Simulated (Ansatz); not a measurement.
Ca (fcc, Cu type)

```yaml
crystal:
  lattice:
    - [0.00000, 2.78425, 2.78425]
    - [2.78425, 0.00000, 2.78425]
    - [2.78425, 2.78425, 0.00000]
  atoms:
    - { symbol: Ca, position: [0.00000, 0.00000, 0.00000] }
```

E(V) scan at fixed shape, V₀ the volume above. Symmetry pins the atoms to their sites.

All values below come from r2SCAN (plane waves to 500 eV, PAW, scalar-relativistic; Ansatz, a first-principles code). k mesh 15×15×15 (Γ-centred), Fermi-Dirac smearing 0.05 eV. The energy includes the smearing's −TS. Compression counts positive. Ca was relaxed with its symmetry unable to fall. ΔE is measured from the relaxed starting cell. The last digit holds for this mesh only.

```json
[
 {"V (Å³/atom)": "40.577", "ΔE (meV/atom)": "9.4"},
 {"V (Å³/atom)": "41.009", "ΔE (meV/atom)": "6.4"},
 {"V (Å³/atom)": "41.440", "ΔE (meV/atom)": "4.0"},
 {"V (Å³/atom)": "41.872", "ΔE (meV/atom)": "2.2"},
 {"V (Å³/atom)": "42.304", "ΔE (meV/atom)": "1.0"},
 {"V (Å³/atom)": "42.735", "ΔE (meV/atom)": "0.2"},
 {"V (Å³/atom)": "43.167", "ΔE (meV/atom)": "0.0"},
 {"V (Å³/atom)": "43.599", "ΔE (meV/atom)": "0.3"},
 {"V (Å³/atom)": "44.030", "ΔE (meV/atom)": "1.0"},
 {"V (Å³/atom)": "44.462", "ΔE (meV/atom)": "2.2"},
 {"V (Å³/atom)": "44.894", "ΔE (meV/atom)": "3.8"},
 {"V (Å³/atom)": "45.325", "ΔE (meV/atom)": "5.8"},
 {"V (Å³/atom)": "45.757", "ΔE (meV/atom)": "withheld"}
]
```

Problem. Fit a third-order Birch-Murnaghan form (E₀, V₀, B₀, B₀′ free) to the given rows and predict ΔE at V = 45.757.

Solution. Least squares on the 12 given rows: ΔE = E₀ + (9V₀B₀/16)·y²·[2 + (B₀′ − 4)y], y = (V₀/V)^(2/3) − 1, with V₀ = 43.140 Å³/atom, B₀ = 18.05 GPa (160.2 GPa = 1 eV/Å³; the term in eV is multiplied by 1000), B₀′ = 3.43, E₀ = 0.01 meV/atom; root-mean-square residual 0.02 meV/atom. At 45.757 the fit gives 8.2 meV/atom; the calculation gives 8.1 meV/atom, so the extrapolation is off by 0.1 (+1.2 %). For the pressure the fit gives -1.0 GPa against the computed -1.0 GPa.

(A scan under strain: stresses follow from slopes of the energy per volume, elastic moduli from its curvatures.)
